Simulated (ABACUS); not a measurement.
Set-up for a self-consistent single point of SiMo3 (Pm-3n, 8 atoms in the cell; from Materials Project mp-1275, changed as shown).

```yaml
crystal:
  lattice:
    - [4.90979, 0.00000, 0.00000]
    - [0.00000, 4.90979, 0.00000]
    - [0.00000, 0.00000, 4.90979]
  atoms:
    - { symbol: Si, position: [0.50000, 0.50000, 0.50000] }
    - { symbol: Si, position: [0.00000, 0.00000, 0.00000] }
    - { symbol: Mo, position: [0.00000, 0.50000, 0.25000] }
    - { symbol: Mo, position: [0.00000, 0.50000, 0.75000] }
    - { symbol: Mo, position: [0.25000, 0.00000, 0.50000] }
    - { symbol: Mo, position: [0.75000, 0.00000, 0.50000] }
    - { symbol: Mo, position: [0.50000, 0.25000, 0.00000] }
    - { symbol: Mo, position: [0.50000, 0.75000, 0.00000] }
```

All values come from this method and carry its errors: PBEsol, numerical atomic orbitals DZP (confined pseudo-atomic orbitals with Gaussian additions; energy shift 0.01 Ry), PseudoDojo 0.4 standard norm-conserving PBEsol (tails mended) pseudopotentials run with ABACUS 3.10.1.

ABACUS settings:

basis: DZP numerical atomic orbitals, energy shift 0.01 Ry
KPT: Gamma 8 8 8 0 0 0
basis_type: lcao
ecutwfc: 100 Ry
smearing_method: fd
smearing_sigma: 0.00367493 Ry
potentials: PseudoDojo 0.4 standard norm-conserving PBEsol (tails mended)
symmetry: 1
symmetry_prec: 1e-05
ks_solver: scalapack_gvx
scf_nmax: 100
scf_thr: 1.0e-06
mixing_type: pulay
mixing_beta: 0.7

Results:

| Property | Result |
|---|---|
| Number of valence electrons | 92 |
| Number of bands | 56 |
| Number of k-points after the program's reduction | 35 |
| Size of the basis | 182 |
| Number of SCF iterations | 8 |
| Free energy E − TS | -11706.0299 eV |
| Fermi level (on the code's own zero) | 19.56 eV |
| Pressure | -6.65 GPa |

Stress (GPa, positive for compression):
```
-6.65   0.00   0.00
 0.00  -6.65   0.00
 0.00   0.00  -6.65
```

For comparison: a first run was changed to give this one (lattice scaled by 0.98), and from it to this one the free energy falls by 77.8 meV/atom and the pressure goes from -19.53 to -6.65 GPa.

The atom-centred basis is finite, which shifts total energies and pressures against plane waves. The structure comes from a collection of computed structures, made at another level of theory; the collection holds predicted forms beside known ones. Its lattice was then scaled.

Cost on one core: around 50 core-seconds (rough).

The atomic orbitals were generated for these runs; they are not ABACUS's published sets and were checked against plane waves on a few crystals only.

“Tails mended”: in these copies of the files the far tail of each local potential was reset to the Coulomb form.
